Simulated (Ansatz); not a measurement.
The relaxed structure here is a generated cell of ZrO2: the first start was made by placing the elements on the sites of a structure type, and the end was not matched to a known phase here, so it may be hypothetical. Known forms of ZrO2 include space group No. 14, 137, 225.

The end point of a relaxation of ZrO2. Method: PBE (plane waves to 420 eV, PAW, scalar-relativistic; Ansatz, a program for electronic structure).

```xyz
6
Lattice="0.0000 4.5403 4.5403 4.5403 0.0000 4.5403 4.5403 4.5403 0.0000" Properties=species:S:1:pos:R:3 pbc="T T T"
Zr     0.0000     0.0000     0.0000
Zr     2.2701     2.2701     2.2701
O      3.4052     3.4052     1.1351
O      1.1351     1.1351     1.1351
O      1.1351     3.4052     3.4052
O      3.4052     1.1351     3.4052
```

Determine the symmetry and give the standard cell with its independent sites.

Space group Fd-3m, origin choice 1 (No. 227); a = 9.081 Å, b = 9.081 Å, c = 9.081 Å, α = 90.00°, β = 90.00°, γ = 90.00°

| atom | site | symmetry | x | y | z |
|---|---|---|---|---|---|
| Zr | 8b | -43m | 0.5000 | 0.5000 | 0.5000 |
| O | 16d | .-3m | 0.6250 | 0.6250 | 0.6250 |

This is the AFLOW prototype A2B_cF24_227_c_a (C9, as in SiO2).

Give the shortest distances between elements (the closest pairs, up to four, under 3.6 Å).

O–Zr 1.97 Å; O–O 3.21 Å.

| Item | Value |
|---|---|
| Volume per atom | 31.20 Å³ |
| Band gap | 4.70 eV, direct (no spin-orbit coupling) |

No spin polarisation in the result.

The run could not lose the symmetry of its start: the end is stationary, and may be a saddle point rather than a minimum.
